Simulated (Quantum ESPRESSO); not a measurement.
# AlGaMgS4: input and log of a self-consistent run

Simulated, not a measurement. The program is pw.x of Quantum ESPRESSO 7.5 (plane-wave density functional theory). The cell is made up: 7 atoms on a zincblende/diamond lattice with one site empty, with randomly drawn elements, strain and displacements, not relaxed. PseudoDojo standard norm-conserving files (v0.5 for PBE, v0.4.1 for LDA and PBEsol) set the functional; there is no spin polarisation, spin-orbit coupling or dispersion term, and the masses in the input are unused placeholders.

Input:

```
&control calculation='scf', pseudo_dir='./dojo.nc.sr.pbe.v0_5.standard.upf', outdir='./o', disk_io='medium', tprnfor=.true., tstress=.true. /
&system ibrav=0, nat=7, ntyp=4, nbnd=31, ecutwfc=105.61755193, nosym=.true., tot_charge=0,
 occupations='smearing', smearing='fd', degauss=0.0018374661
/
&electrons conv_thr=7.350e-09, electron_maxstep=60, /
ATOMIC_SPECIES
Al 1.0 Al.upf
Ga 1.0 Ga.upf
Mg 1.0 Mg.upf
S 1.0 S.upf
CELL_PARAMETERS angstrom
5.5128 0.0 0.0
0.0 5.5128 0.0
0.0 0.0 5.5128
ATOMIC_POSITIONS angstrom
Al -0.0714 0.046 -0.0822
Ga 0.0608 2.8278 2.8636
Mg 2.7269 2.7316 -0.0298
S 1.3198 1.3859 1.2898
S 1.3981 4.1321 3.9727
S 4.0917 1.3523 4.1193
S 4.2073 4.0257 1.3672
K_POINTS automatic
6 6 6 1 1 1
```

The log is shortened where brackets say so; the opening notice, blank lines, dates and the lines on written files are dropped, and the path of the files is cut. It prints rydbergs, bohrs and kilobars, and counts compression as positive stress. With no partly filled state, the Fermi energy that it prints is only some level between the filled and the empty states on the mesh, and need not lie in the true gap.

```
     Program PWSCF v.7.5
     Parallel version (MPI & OpenMP), running on       1 processor cores
     Number of MPI processes:                 1
     Threads/MPI process:                     1
     [start-up lines left out]
     bravais-lattice index     =            0
     lattice parameter (alat)  =      10.4177  a.u.
     unit-cell volume          =    1130.6113 (a.u.)^3
     number of atoms/cell      =            7
     number of atomic types    =            4
     number of electrons       =        50.00
     number of Kohn-Sham states=           31
     kinetic-energy cutoff     =     105.6176  Ry
     charge density cutoff     =     422.4702  Ry
     scf convergence threshold =      7.3E-09
     mixing beta               =       0.7000
     number of iterations used =            8  plain     mixing
     Exchange-correlation= PBE
                           (   1   4   3   4   0   0   0)
     [axes and pseudopotential details left out]
   Cartesian axes
     site n.     atom                  positions (alat units)
         1        Al     tau(   1) = (  -0.0129517   0.0083442  -0.0149108  )
         2        Ga     tau(   2) = (   0.0110289   0.5129517   0.5194457  )
         3        Mg     tau(   3) = (   0.4946488   0.4955014  -0.0054056  )
         4        S      tau(   4) = (   0.2394065   0.2513967   0.2339646  )
         5        S      tau(   5) = (   0.2536098   0.7495465   0.7206320  )
         6        S      tau(   6) = (   0.7422181   0.2453018   0.7472246  )
         7        S      tau(   7) = (   0.7631875   0.7302460   0.2480046  )
     number of k points=   108  Fermi-Dirac smearing, width (Ry)=  0.0018
     Number of k-points >= 100: set verbosity='high' to print them.
     Dense  grid:   165957 G-vectors     FFT dimensions: (  72,  72,  72)
     Estimated max dynamical RAM per process >     202.35 MB
     Initial potential from superposition of free atoms
     starting charge      49.9939, renormalised to      50.0000
     Starting wfcs are   34 randomized atomic wfcs
     total cpu time spent up to now is       40.0 secs
     per-process dynamical memory:   148.5 Mb
     Self-consistent Calculation
     iteration #  1     ecut=   105.62 Ry     beta= 0.70
     Davidson diagonalization with overlap
     ethr =  1.00E-02,  avg # of iterations =  4.2
     Threshold (ethr) on eigenvalues was too large:
     Diagonalizing with lowered threshold
     Davidson diagonalization with overlap
     ethr =  8.24E-04,  avg # of iterations =  1.0
     total cpu time spent up to now is      260.1 secs
     total energy              =    -364.74617143 Ry
     estimated scf accuracy    <       0.40029180 Ry
     iteration #  2     ecut=   105.62 Ry     beta= 0.70
     Davidson diagonalization with overlap
     ethr =  8.01E-04,  avg # of iterations =  2.0
     total cpu time spent up to now is      355.9 secs
     total energy              =    -364.84636791 Ry
     estimated scf accuracy    <       0.14619099 Ry
     iteration #  3     ecut=   105.62 Ry     beta= 0.70
     Davidson diagonalization with overlap
     ethr =  2.92E-04,  avg # of iterations =  2.2
     total cpu time spent up to now is      498.5 secs
     total energy              =    -364.87686647 Ry
     estimated scf accuracy    <       0.00583308 Ry
     iteration #  4     ecut=   105.62 Ry     beta= 0.70
     Davidson diagonalization with overlap
     c_bands:  1 eigenvalues not converged
     c_bands:  1 eigenvalues not converged
     c_bands:  1 eigenvalues not converged
     c_bands:  1 eigenvalues not converged
     ethr =  1.17E-05,  avg # of iterations =  9.3
     total cpu time spent up to now is      742.5 secs
     total energy              =    -364.87826800 Ry
     estimated scf accuracy    <       0.00106592 Ry
     iteration #  5     ecut=   105.62 Ry     beta= 0.70
     Davidson diagonalization with overlap
     c_bands:  1 eigenvalues not converged
     ethr =  2.13E-06,  avg # of iterations =  5.4
     total cpu time spent up to now is      894.2 secs
     total energy              =    -364.87845410 Ry
     estimated scf accuracy    <       0.00009524 Ry
     iteration #  6     ecut=   105.62 Ry     beta= 0.70
     Davidson diagonalization with overlap
     ethr =  1.90E-07,  avg # of iterations =  2.0
     total cpu time spent up to now is     1026.9 secs
     total energy              =    -364.87847533 Ry
     estimated scf accuracy    <       0.00001011 Ry
     iteration #  7     ecut=   105.62 Ry     beta= 0.70
     Davidson diagonalization with overlap
     ethr =  2.02E-08,  avg # of iterations =  2.0
     total cpu time spent up to now is     1123.6 secs
     total energy              =    -364.87847793 Ry
     estimated scf accuracy    <       0.00000083 Ry
     iteration #  8     ecut=   105.62 Ry     beta= 0.70
     Davidson diagonalization with overlap
     ethr =  1.65E-09,  avg # of iterations =  3.2
     total cpu time spent up to now is     1226.2 secs
     total energy              =    -364.87847826 Ry
     estimated scf accuracy    <       0.00000013 Ry
     iteration #  9     ecut=   105.62 Ry     beta= 0.70
     Davidson diagonalization with overlap
     ethr =  2.54E-10,  avg # of iterations =  2.0
     total cpu time spent up to now is     1340.1 secs
     End of self-consistent calculation
     Number of k-points >= 100: set verbosity='high' to print the bands.
     the Fermi energy is     4.3728 ev
!    total energy              =    -364.87847829 Ry
     estimated scf accuracy    <          5.5E-09 Ry
     smearing contrib. (-TS)   =      -0.00000000 Ry
     internal energy E=F+TS    =    -364.87847829 Ry
     The total energy is F=E-TS. E is the sum of the following terms:
     one-electron contribution =    -228.39756686 Ry
     hartree contribution      =     132.47611805 Ry
     xc contribution           =     -85.01093661 Ry
     ewald contribution        =    -183.94609288 Ry
     convergence has been achieved in   9 iterations
     Forces acting on atoms (cartesian axes, Ry/au):
     atom    1 type  1   force =     0.01432629   -0.01617970    0.02421738
     atom    2 type  2   force =    -0.03427017   -0.04721573   -0.04820484
     atom    3 type  3   force =    -0.00014931    0.01243320    0.00459060
     atom    4 type  4   force =    -0.03358943   -0.02959687    0.01937157
     atom    5 type  4   force =    -0.00000772    0.05627246    0.03591513
     atom    6 type  4   force =     0.03355479   -0.01761303   -0.02897604
     atom    7 type  4   force =     0.02013555    0.04189967   -0.00691381
     Total force =     0.135193     Total SCF correction =     0.000141
     Computing stress (Cartesian axis) and pressure
          total   stress  (Ry/bohr**3)                   (kbar)     P=      -22.09
  -0.00002367   0.00002644   0.00010207           -3.48        3.89       15.01
   0.00002644  -0.00018987   0.00004681            3.89      -27.93        6.89
   0.00010207   0.00004681  -0.00023691           15.01        6.89      -34.85
     init_run     :     37.55s CPU     39.81s WALL (       1 calls)
     electrons    :   1224.08s CPU   1300.12s WALL (       1 calls)
     forces       :     20.74s CPU     21.02s WALL (       1 calls)
     stress       :     94.21s CPU     97.79s WALL (       1 calls)
     [timing details left out]
     PWSCF        :  22m57.52s CPU  24m21.61s WALL
     JOB DONE.
```

In other units: free energy -4964.425 eV for the cell, pressure -2.21 GPa, largest force component 1.447 eV/Å. This run is the check on a run of the same cell at 1143 eV and a 4 x 4 x 4 mesh: rerunning at 1437 eV and a 6 x 6 x 6 mesh moved values by no more than 0.002 eV in energy, 0.02 GPa in stress and 0.002 eV/Å in force.